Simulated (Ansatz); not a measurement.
Structure: In3GaP4 as one 8-atom ordering (P-4m2) on the zincblende lattice, at its r2SCAN minimum. The symmetry is P-4m2 (No. 115, tetragonal); conventional cell a = 4.089 Å, c = 11.633 Å, 24.32 Å³ an atom. Around Ga lie 4 P at 2.41 Å; around P lie 2 Ga at 2.41 Å and 2 In at 2.55 Å; around In lie 4 P at 2.54–2.55 Å; around P lie 4 In at 2.54 Å; around In lie 4 P at 2.54 Å.

```yaml
crystal:
  lattice:
    - [4.08932, 0.00000, 0.00000]
    - [0.00000, 4.08932, 0.00000]
    - [0.00000, 0.00000, 11.63251]
  atoms:
    - { symbol: Ga, position: [0.00000, 0.00000, 0.00000] }
    - { symbol: P, position: [0.00000, 0.50000, 0.11009] }
    - { symbol: In, position: [0.50000, 0.50000, 0.24066] }
    - { symbol: P, position: [0.50000, 0.00000, 0.37029] }
    - { symbol: In, position: [0.00000, 0.00000, 0.50000] }
    - { symbol: P, position: [0.00000, 0.50000, 0.62971] }
    - { symbol: In, position: [0.50000, 0.50000, 0.75934] }
    - { symbol: P, position: [0.50000, 0.00000, 0.88991] }
```

The questions ask for values computed with Ansatz 0.2.0 on this geometry. Values at 0 K without nuclear motion; no magnetic order is allowed, and the phase may be a hypothetical one.

Given (6×6×2 mesh): PBE gives a direct gap of 0.72 eV at Γ.

(1) How does the gap change from PBE to PBE+SOC (6×6×2)?

(2) Estimate the gap with r2SCAN on 6×6×2.

(3) Roughly how does the cost of the HSE06 run (4×4×2) compare with r2SCAN's (6×6×2)?

(4) How strongly does the crystal screen a field with clamped ions (r2SCAN)?

## Answers

(1) The PBE+SOC gap is direct at Γ: 0.69 eV. The gap differs by -0.03 eV from PBE's.

(2) With r2SCAN the gap is 1.16 eV and direct, at Γ. The gap differs by +0.44 eV from PBE's.

(3) About 10 times as much (7 core-minutes against 40 core-seconds, on 4 threads of Arm Neoverse V1 (shared host)).

(4) ε∞: 9.72 along x and y, 9.74 along z. Born charges, averaged over directions: Ga +2.38, P -2.54 to -2.44, In +2.51 to +2.56 e.

Only the levels marked +SOC include spin-orbit coupling.

The meshes of the hybrids are coarse, so their gaps aren't converged to the digits shown.
